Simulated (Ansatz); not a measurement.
Generalised stacking fault of ZnS (zinc blende) on the {111} plane, glide cut. The cell below holds the perfect crystal with the plane normal along z; tilting its third vector by the shift puts one fault into each cell, between planes 0.78 Å apart, at fixed cell height.

```yaml
crystal:
  lattice:
    - [3.81068, 0.00000, 0.00000]
    - [1.90534, 3.30014, 0.00000]
    - [0.00000, 0.00000, 9.33421]
  atoms:
    - { symbol: S, position: [0.66667, 0.66667, 0.04167] }
    - { symbol: S, position: [0.33333, 0.33333, 0.37500] }
    - { symbol: S, position: [0.00000, 0.00000, 0.70833] }
    - { symbol: Zn, position: [0.00000, 0.00000, 0.95833] }
    - { symbol: Zn, position: [0.66667, 0.66667, 0.29167] }
    - { symbol: Zn, position: [0.33333, 0.33333, 0.62500] }
```

In-plane vectors a = (3.811, 0.000) Å, b = (1.905, 3.300) Å, area 12.58 Å². The shift is s times the vector a + b (length 6.600 Å), so s = 1 restores the start. Atoms relax along the normal only. γ = [E(shift) − E(0)] / area.

Computed with r2SCAN (plane waves to 500 eV, PAW, scalar-relativistic; Ansatz, a first-principles code). k mesh 8×8×3 (Γ-centred), Fermi-Dirac smearing 0.05 eV. E is the zero-smearing estimate. Some relaxations began with atoms very close together and may have settled on another branch. Faults lie only 9.3 Å apart, and holding the cell height raises γ above its relaxed value. ZnS was relaxed with its symmetry unable to fall. The zero of γ is zero shift.

| s | γ (mJ/m²) |
|---|---|
| 0.000 | 0 |
| 0.083 | 1354 |
| 0.167 | 3329 |
| 0.250 | 4370 |
| 0.333 | 4691 |
| 0.417 | 4370 |
| 0.500 | 3327 |
| 0.583 | 1357 |
| 0.667 | 13 |
| 0.750 | withheld |
| 0.833 | 815 |
| 0.917 | 521 |

Fit a Fourier form (three harmonics of 1 − cos and sin) to the given rows and predict γ at s = 0.750.

Least squares on the 11 given rows: γ = (1183.0)·[1 − cos(2πs)] + (2035.5)·sin(2πs) + (355.0)·[1 − cos(4πs)] + (-627.0)·sin(4πs) + (487.0)·[1 − cos(6πs)] + (-35.9)·sin(6πs), in mJ/m²; root-mean-square residual 64.1 mJ/m². At 0.750 the fit gives 309 mJ/m²; the calculation gives 527 mJ/m², so the interpolation is off by -218 (-41.4 %). 

(The slope of γ gives the shear force per area between the displaced halves; near zero shift its curvature is an elastic stiffness.)
